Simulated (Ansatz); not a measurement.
With the program Ansatz at the r²SCAN+D4 level (PAW), TeW in the hexagonal phase (P6_3/m; W on 6h, Te on 6h) relaxes to a = 9.182 Å, c = 4.525 Å. Its formation energy from the elements is -0.045 eV/atom, with no fitted shifts.

Electronic character: metallic (no gap).

An equation-of-state fit gives a bulk modulus of 21.4 GPa. Bader charges are W +0.49, Te -0.49 e.

The start of the workflow was typed in or built on a structure type; neither database checked (COD, Materials Project) lists it. Whether it is the stable phase at ambient conditions was not checked. The r²SCAN+D4 relaxation kept the symmetry of its start; whether a distortion lowers the energy is not shown. No spin polarisation was allowed. The references are the lowest solids computed at this level, not always the standard phases. Scalar-relativistic: spin–orbit coupling is off unless named, which matters more the heavier the elements.

Potentials: the earlier of the program's two PAW sets.
